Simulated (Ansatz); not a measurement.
TiTc, DFT, PBEsol, PAW with Ansatz's default frozen-core files, scalar-relativistic (Ansatz 0.2.0), run on 1 thread of Arm Neoverse V2 on a shared host.

The geometry is COD entry 1527274, unchecked; take it as a test cell. The listed cell was then made from it by scaling, straining or moving an atom.

Command: `ansatz run input.yaml --threads 1 --pin off --max-ram 3072MiB --backend cpu --events-out ev --progress --plain --runs-dir out`

```yaml
crystal:
  lattice:
    - [3.11, -0.01555, -0.01555]
    - [-0.01555, 3.11, -0.01555]
    - [-0.01555, -0.01555, 3.11]
  atoms:
    - { symbol: Ti, position: [0.5, 0.5, 0.5] }
    - { symbol: Tc, position: [0.0, 0.0, 0.0] }
kpoints:
  mp_grid: { grid: [12, 12, 12] }
scf:
  occupations: { method: fermi_dirac, width: 0.08 }
hamiltonian:
  xc: pbesol
  pseudopotentials: { kind: paw }
output:
  forces: true
  stress: true
  eigenvalues: true
  efg: { contact_densities: true }
```

Task: How large is the problem that the program sets up?

Result: 189 irreducible k-points, 745 plane waves at Γ, 18 bands.

Task: Estimate the wall time and the peak memory.

Result: 5.9 s of wall time for 6 SCF iterations, with a peak of 0.41 GiB. Times on shared machines scatter by tens of per cent.

Task: And the same cell and mesh by crystal-made all-electron datasets, asked for forces, stress, eigenvalues, efg, on the same hardware?

Result: 23 s, peak memory 0.69 GiB.
